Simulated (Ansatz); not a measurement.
## AlFe₃ (I4/mmm): stretched by 10 % along z at fixed volume; anisotropy by the force theorem

Computed with DFT, LDA, all-electron PAW with datasets made for the crystal, scalar-relativistic in Ansatz 0.2.0.

Command: `ansatz run input.yaml --threads 2 --pin off --max-ram 6144MiB --backend cpu --events-out ev --progress --plain --runs-dir out`

```yaml
crystal:
  lattice:
    - [0.0, 2.7527820292, 3.1758563643]
    - [2.7527820292, 0.0, 3.1758563643]
    - [2.7527820292, 2.7527820292, 0.0]
  atoms:
    - { symbol: Al, position: [0.0, 0.0, 0.0] }
    - { symbol: Fe, position: [0.5, 0.5, 0.5], spin: 2.3 }
    - { symbol: Fe, position: [0.25, 0.25, 0.25], spin: 2.0 }
    - { symbol: Fe, position: [0.75, 0.75, 0.75], spin: 2.0 }
magnetization:
  spin_polarized: true
kpoints:
  mp_grid: { grid: [8, 8, 8] }
scf:
  occupations: { method: fermi_dirac, width: 0.1 }
  lower_state_search: "off"
hamiltonian:
  xc: lda
  pseudopotentials: { kind: all_electron, datasets: crystal }
output:
  eigenvalues: false
  eigenstates:
    nscf_kmesh: { grid: [12, 12, 12] }
    top_band: c45
    magnetocrystalline_anisotropy:
      directions: [[0.0, 0.0, 1.0], [0.70710678, -0.70710678, 0.0], [1.0, 0.0, 0.0]]
```

Log:

```
settings of this run that can trade accuracy for cost: output.eigenvalues: false. Do not mix this run's numbers with those of runs without the same settings; the input reference describes each key
hamiltonian.pseudopotentials.datasets: crystal makes datasets for this crystal and solves the spheres of its atoms anew in each pass: cutoff 340.0 eV, the density's 1360.0 eV; for an error of 0.50 meV an atom under PBE, 2.0 meV for the cell; an energy difference from a run of another recipe may be off by several times the error for the cell, under r2SCAN by more, where some 0.1 meV an atom stays a …
Engine: ansatz 0.2.0
Pseudopotentials: kind: all_electron
Pseudopotential: Al, paw, valence charge 3, recommended cutoff 340 eV (normal), crystal/all_electron/lda/scalar/gaussian/Al, Koelling and Harmon's equation, gaussian nucleus
Pseudopotential: Fe, paw, valence charge 16, recommended cutoff 340 eV (normal), crystal/all_electron/lda/scalar/gaussian/Fe, Koelling and Harmon's equation, gaussian nucleus
Functional definition: SPW92
  exchange = slater_x
  correlation = pw_c
Crystal: 4 atoms, lattice volume = 48.132 Å³
Basis set: ecut = 340 eV, 689 PW (Γ)
Bands: 35, of which v1, the nominal top of the filled ones, is band 26 counted from 1 (25 counted from 0)
Symmetry: 16 space group operations
Space group: I4/mmm (ITA 139), of the structure as read, at distance tolerance 3.6e-5 Å
Magnetic group: BNS 139.531 (UNI 1191), of the structure as read, at distance tolerance 3.6e-5 Å
k-points: 59 of 512
Non-local potential: Al, projectors of the file, l = 0: 1, l = 1: 1
Non-local potential: Fe, projectors of the file, l = 0: 2, l = 1: 2, l = 2: 2
PAW form: soft (Blöchl's): semilocal exchange-correlation on the pseudo side does not see the compensation charge
PAW one-centre angular grid: Al, 110 points (default); XC on its mesh's 1973 points in the sphere
PAW one-centre angular grid: Fe, 590 points (default); XC on its mesh's 1907 points in the sphere
Initial density: superposition of atomic densities (chi_scale 0.1, normalization cell)
Starting moments: Σ|m| = 6.3 μB on 3 of 4 sites
Initial wavefunctions: pseudopotential atomic-orbital guess
Functional: x = slater, c = lda
iter 1 solved again at ethr=4.80e-2 eV; its pass at ethr=1.00e-1 eV (dr2=2.45e1 eV) is discarded
SCF iter   1: F=—  HF=-110309.825797 eV  |F-HF|=—  |Δ(HF+E_count)|=         —  Δρ=1.50e-1 (↑1.50e-1 ↓1.01e-1)  dr2=2.65e1  dr2_m=5.40e-1  M=4.829 μB ∫|m|=4.992 μB  β_m=0.30  ethr=4.80e-2  ⟨swp⟩=2.0  Hψ=20424  notcnv=0
preconditioner: auto → Kerker (q_TF=auto, 2.755 Å⁻¹)  [metal: Δε(μ)=0.004 eV  Ē_g=6.622 eV  σ=0.100 eV  W_gap=0.01  n_scr=14 (ndim 8)  ℏωp=27.8 eV  f_vac=0.004  D(μ)=5.45/eV (n_scr^D=60)]
spin=Collinear: Kerker preconditioning applied to the charge; magnetization (m = ρ↑ − ρ↓) channel mixes plain (no charge-response kernel on spin).
SCF iter   2: F=—  HF=-110305.573723 eV  |F-HF|=—  |Δ(HF+E_count)|=    4.25e0  Δρ=5.20e-2 (↑2.35e-2 ↓5.20e-2)  dr2=2.63e0  dr2_m=1.20e-1  M=5.877 μB ∫|m|=6.057 μB  β_m=1.00  ethr=4.80e-2  ⟨swp⟩=3.0  Hψ=8980  notcnv=0
SCF iter   3: F=—  HF=-110305.310213 eV  |F-HF|=—  |Δ(HF+E_count)|=   2.64e-1  Δρ=7.72e-2 (↑6.53e-2 ↓7.72e-2)  dr2=1.06e1  dr2_m=3.06e-1  M=5.013 μB ∫|m|=5.392 μB  β_m=0.30  ethr=5.16e-3  ⟨swp⟩=3.1  Hψ=8881  notcnv=0
SCF iter   4: F=—  HF=-110304.790413 eV  |F-HF|=—  |Δ(HF+E_count)|=   5.20e-1  Δρ=4.83e-2 (↑2.72e-2 ↓4.83e-2)  dr2=3.11e0  dr2_m=5.94e-2  M=5.850 μB ∫|m|=6.119 μB  β_m=0.30  ethr=5.16e-3  ⟨swp⟩=3.0  Hψ=8781  notcnv=0
iter 5 solved again at ethr=1.67e-4 eV; its pass at ethr=5.16e-3 eV (dr2=8.50e-2 eV) is discarded
SCF iter   5: F=—  HF=-110304.320944 eV  |F-HF|=—  |Δ(HF+E_count)|=   4.69e-1  Δρ=1.37e-2 (↑1.37e-2 ↓8.25e-3)  dr2=8.51e-2  dr2_m=3.30e-2  M=5.850 μB ∫|m|=6.166 μB  β_m=1.00  ethr=1.67e-4  ⟨swp⟩=2.3  Hψ=17122  notcnv=0  defer=3
SCF iter   6: F=—  HF=-110304.489197 eV  |F-HF|=—  |Δ(HF+E_count)|=   1.68e-1  Δρ=8.66e-3 (↑4.89e-3 ↓8.66e-3)  dr2=7.62e-2  dr2_m=5.29e-3  M=5.848 μB ∫|m|=6.198 μB  β_m=0.30  ethr=1.67e-4  ⟨swp⟩=2.9  Hψ=8323  notcnv=0  defer=1
[...]
Mixer restart at iter 10: flushing history
spin-set hold released at iteration 10 (site moments contracting): the magnetisation degrees of freedom join the quasi-Newton model from the next iteration; the mixer history was flushed
SCF iter  11: F=—  HF=-110304.542044 eV  |F-HF|=—  |Δ(HF+E_count)|=   5.73e-3  Δρ=2.43e-3 (↑1.62e-3 ↓2.43e-3)  dr2=4.24e-3  dr2_m=1.12e-3  M=6.022 μB ∫|m|=6.396 μB  β_m=0.65  ethr=6.20e-7  ⟨swp⟩=3.1  Hψ=9024  notcnv=0
SCF iter  12: F=—  HF=-110304.554070 eV  |F-HF|=—  |Δ(HF+E_count)|=   1.20e-2  Δρ=8.88e-3 (↑4.45e-3 ↓8.88e-3)  dr2=1.09e-1  dr2_m=2.28e-3  M=5.994 μB ∫|m|=6.386 μB  β_m=0.25  ethr=6.20e-7  ⟨swp⟩=4.0  Hψ=11716  notcnv=0  recentre
SCF iter  13: F=—  HF=-110304.547007 eV  |F-HF|=—  |Δ(HF+E_count)|=   7.06e-3  Δρ=1.70e-3 (↑1.17e-3 ↓1.70e-3)  dr2=5.18e-4  dr2_m=8.36e-4  M=6.049 μB ∫|m|=6.432 μB  β_m=0.51  ethr=6.20e-7  ⟨swp⟩=4.0  Hψ=11437  notcnv=0
SCF iter  14: F=—  HF=-110304.548832 eV  |F-HF|=—  |Δ(HF+E_count)|=   1.82e-3  Δρ=1.33e-3 (↑1.33e-3 ↓4.67e-4)  dr2=8.34e-4  dr2_m=2.26e-4  M=6.101 μB ∫|m|=6.496 μB  β_m=0.42  ethr=6.20e-7  ⟨swp⟩=2.7  Hψ=10393  notcnv=0  defer=1
SCF iter  15: F=—  HF=-110304.548623 eV  |F-HF|=—  |Δ(HF+E_count)|=   2.09e-4  Δρ=1.75e-4 (↑1.02e-4 ↓1.75e-4)  dr2=3.76e-6  dr2_m=8.19e-6  M=6.108 μB ∫|m|=6.506 μB  β_m=0.69  ethr=6.20e-7  ⟨swp⟩=3.2  Hψ=9276  notcnv=0
SCF iter  16: F=—  HF=-110304.548631 eV  |F-HF|=—  |Δ(HF+E_count)|=   8.07e-6  Δρ=7.35e-5 (↑4.72e-5 ↓7.35e-5)  dr2=1.64e-6  dr2_m=1.12e-6  M=6.106 μB ∫|m|=6.504 μB  β_m=0.85  ethr=7.38e-9  ⟨swp⟩=2.9  Hψ=8029  notcnv=0
SCF iter  17: F=—  HF=-110304.548631 eV  |F-HF|=—  |Δ(HF+E_count)|=   8.10e-8  Δρ=2.80e-5 (↑1.04e-5 ↓2.80e-5)  dr2=3.88e-7  dr2_m=1.32e-7  M=6.106 μB ∫|m|=6.503 μB  β_m=0.92  ethr=3.21e-9  ⟨swp⟩=2.6  Hψ=7620  notcnv=0  defer=1
SCF iter  18: F=—  HF=-110304.548632 eV  |F-HF|=—  |Δ(HF+E_count)|=   3.45e-7  Δρ=6.23e-5 (↑2.07e-5 ↓6.23e-5)  dr2=4.21e-6  dr2_m=2.05e-7  M=6.106 μB ∫|m|=6.503 μB  β_m=0.96  ethr=7.61e-10  ⟨swp⟩=3.1  Hψ=8179  notcnv=0  recentre
SCF iter  19: F=-110304.548631 eV  HF=-110304.548631 eV  |F-HF|=2.94e-8  |Δ(HF+E_count)|=   2.57e-7  Δρ=2.79e-6 (↑2.52e-6 ↓2.79e-6)  dr2=1.07e-8  dr2_m=6.22e-10  M=6.106 μB ∫|m|=6.503 μB  ethr=7.61e-10  ⟨swp⟩=2.7  Hψ=7825  notcnv=0  defer=1
SCF 1 converged in 19 iterations: F = -110304.548631 eV  dr2 = 1.07e-8
  greatest PAW one-centre occupation: 1.008 electrons in one spin orbital (limit 2), on the Fe atom at site 1 (counted from 0), in its partial waves of l = 1
NSCF: frozen V_eff on 163 k-points
Magnetocrystalline anisotropy: 0 of 163 k-points coupled
Magnetocrystalline anisotropy: 64 of 163 k-points coupled
Magnetocrystalline anisotropy: 128 of 163 k-points coupled
Magnetocrystalline anisotropy: 163 of 163 k-points coupled
SCF converged after 19 iterations
Magnetization: 6.1056 μB (28.5528 up, 22.4472 down)
Absolute magnetization: 6.5031 μB (∫|ρ↑−ρ↓|)
Spin contamination: 0.0409 ħ² per cell (⟨S²⟩ above its minimum at these occupations)
Per-site moments (μB) at R_I (Å): [(-0.0675676714617441, 1.036222690684361), (2.311727059419179, 1.0362226906843612), (1.9665722019480922, 1.0362226906843612), (1.966572201948092, 1.036222690684361)]
Free energy (F): -110304.548631 eV
Harris-Foulkes:  -110304.548631 eV  (|F-HF|=2.94e-8)
Internal energy: -110304.419382 eV  (E = F + TS)
E sigma→0 (E₀):  -110304.484007 eV
Entropy (-TS):   -0.129250 eV (-32.312 meV/atom)
Past the cutoff: waves up to 1.5 times it would add -0.000097 eV an atom, which no energy here includes
By the cutoff:   a pressure is off by up to 0.012 GPa (6 times that energy over an atom's volume, and 0.004 GPa: a bound that held against runs at twice the plane waves)
Past the cutoffs: a stress includes 0.0023 GPa for waves and charges beyond them
In the spheres:  the bands' charges fall short by 7.5e-7 e at most (sound up to 1e-3)
Fermi energy:    16.131432 eV
--- Per-component energies (eV) ---
  E_band       = -703.181008
  E_kinetic    = 406.712881
  E_local      = -4942.387247  (includes V_loc(G=0)·N_el)
  E_nonlocal   = -1213.804997
  E_hartree    = 2566.679290
  E_xc         = -155.337156
  E_vxc        = -199.535831  (∫ρ·V_xc dr)
  E_paw        = -112906.160503  (= ΣΔE_a)
  E_vpaw       = -12309.948062  (= ΣTr[D̂ρ^β])
  E_ewald      = -6482.544430
  E_smearing   = -0.129250  (= −TS)
  E_closure    = 12422.422781  (closes the sum)
  Σ components = -110304.548631   (vs F -110304.548631, Δ=0.00e0)
  The terms above E_closure are by the made datasets' own strengths, without shells solved beside the bands.
--- Band table (eV; the first three rows and the last of 118) ---
  k-point 0 ↑: bands = ["-71.1732", "-70.8415", "-70.8283", "-37.6544", "-37.6133", "-37.6133", "-37.3294", "-37.3294", "-37.2917", "-37.2571", "-37.2326", "-37.2326", "6.5418", "11.9233", "12.2972", "12.2978", "12.6563", "12.6563", "13.3758", "13.3957", "13.3957", "14.8849", "15.1730", "15.2527", "15.2527", "15.2596", "15.2605", "15.8712", "20.1949", "21.6102", "21.6102", "21.8344"]
  k-point 1 ↑: bands = ["-71.1727", "-70.8413", "-70.8289", "-37.6543", "-37.6152", "-37.6148", "-37.3251", "-37.3235", "-37.2891", "-37.2596", "-37.2376", "-37.2355", "6.7651", "11.9185", "12.2579", "12.3649", "12.6119", "12.7869", "13.3261", "13.4051", "13.4151", "14.8716", "15.0219", "15.0829", "15.1495", "15.1604", "15.3446", "15.8516", "19.6886", "20.1722", "21.0676", "21.0962"]
  k-point 2 ↑: bands = ["-71.1715", "-70.8406", "-70.8308", "-37.6537", "-37.6187", "-37.6183", "-37.3135", "-37.3099", "-37.2826", "-37.2690", "-37.2468", "-37.2436", "7.4159", "11.9288", "12.1073", "12.2670", "12.8536", "12.9476", "13.1341", "13.4027", "13.5079", "14.6233", "14.6851", "14.8243", "15.0504", "15.1319", "15.3319", "15.7900", "17.6789", "19.9973", "20.3917", "20.7950"]
  k-point 58 ↓: bands = ["-68.6533", "-68.6363", "-68.5639", "-35.2854", "-35.2854", "-35.1994", "-35.1582", "-35.1186", "-35.1186", "-35.0713", "-35.0207", "-35.0207", "9.7532", "10.6281", "12.8639", "13.2294", "14.3582", "14.3582", "14.7811", "15.6088", "15.6088", "16.1108", "16.4833", "16.4833", "17.1185", "17.2093", "17.4973", "17.6532", "17.7099", "17.7099", "17.7830", "22.7420"]
settings of this run that can trade accuracy for cost: output.eigenvalues: false. Do not mix this run's numbers with those of runs without the same settings; the input reference describes each key
```

magnetocrystalline_anisotropy.tsv:

```
# direction_x	direction_y	direction_z	energy_mev	energy_tetrahedra_mev	beyond_first_order_mev	atom_0_mev	atom_1_mev	atom_2_mev	atom_3_mev	spread_mev	spread_tetrahedra_mev	orbital_0_along_direction_mub	orbital_1_along_direction_mub	orbital_2_along_direction_mub	orbital_3_along_direction_mub
# format = ansatz-magnetocrystalline-anisotropy/3
# nscf_kmesh_grid = 12 12 12
# nscf_kmesh_shift = 0 0 0
# n_bands = 71
# occupation_method = fermi_dirac
# smearing_width_ev = 0.1
# xc_rung = lda
# a1_ang = 0 2.7528 3.1759
# a2_ang = 2.7528 0 3.1759
# a3_ang = 2.7528 2.7528 0
# atom = 0 Al 0 0 0
# atom = 1 Fe 0.5 0.5 0.5
# atom = 2 Fe 0.25 0.25 0.25
# atom = 3 Fe 0.75 0.75 0.75
# kernel_functional = own
# kernel_scale = 0.99477
# goldstone_residual = 0.012833
# bands_end_over_fermi_ev = 41.962
# easy_direction_run = 0
# easy_direction_tetrahedra = 0
0	0	1	0	0	0.00010201	0	0	0	0	0	0	5.0077e-05	0.052522	0.062501	0.062501
0.70711	-0.70711	0	0.35698	0.28796	5.3599e-05	0.00078366	-0.0075005	0.17664	0.17664	0.017676	0.17846	0.00072154	0.048473	0.061151	0.061151
1	0	0	0.35783	0.29471	4.7645e-05	0.0007861	-0.0068844	0.17716	0.17716	0.025667	0.16854	0.00072094	0.048487	0.061097	0.061097
```

Site moments (μB): Al1 -0.07, Fe2 2.31, Fe3 1.97, Fe4 1.97. Cell moment 6.11 μB.

The magnetic group in the log treats spin as a scalar label, without spin–orbit coupling.

The Ansatz runs typed with the search for lower states off end where their start leads. The program couldn't verify every level among the many empty bands that the force theorem sums over. The magnetic state is the one that this cell and start allow. It needn't be the compound's measured order, which may need a larger cell or be absent.

It took 3.3 min on 2 threads of Arm Neoverse V1, on a shared host, peak memory 1.7 GiB.
